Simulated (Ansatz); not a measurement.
In, first-principles data

In:
```cif
data_In2
_chemical_formula_sum 'In2'
_space_group_name_H-M_alt 'P 1'
_space_group_IT_number 1
_cell_length_a 4.76281
_cell_length_b 4.76281
_cell_length_c 4.76281
_cell_angle_alpha 60.000
_cell_angle_beta 60.000
_cell_angle_gamma 60.000
loop_
_space_group_symop_operation_xyz
  'x, y, z'
loop_
_atom_site_label
_atom_site_type_symbol
_atom_site_fract_x
_atom_site_fract_y
_atom_site_fract_z
_atom_site_occupancy
In1 In 0.00000 0.00000 0.00000 1
In2 In 0.25000 0.25000 0.25000 1
```

Space group Fd-3m (No. 227), diamond; conventional cell a = 6.7356 Å, b = 6.7356 Å, c = 6.7356 Å, α = 90.00°, β = 90.00°, γ = 90.00°.

Method: DFT-PBE in the program Ansatz with PAW potentials. Geometry: relaxed at this level of theory. Other levels are named where they apply.

**Cell and energy**

```yaml
volume_per_atom: 38.20 Å³
density: 4.99 g/cm³
```

**Electronic structure**

```yaml
electronic_character: metallic (no gap)
Density of states at the Fermi level: 0.86 states/eV per atom (mean over ±0.08 eV)
Gap with spin–orbit coupling: none (metallic)
```

**Mechanics**

```yaml
Bulk modulus (Birch–Murnaghan fit): 21.5 GPa
Pressure derivative B′: 5.1
```

The start of the workflow was typed in or built on a structure type; neither database checked (COD, Materials Project) lists it. It is not the phase usual at ambient conditions (space group No. 139). The PBE relaxation kept the symmetry of its start; whether a distortion lowers the energy is not shown. Spin–orbit coupling is left out wherever it is not named.

Potentials: the earlier of the program's two PAW sets.
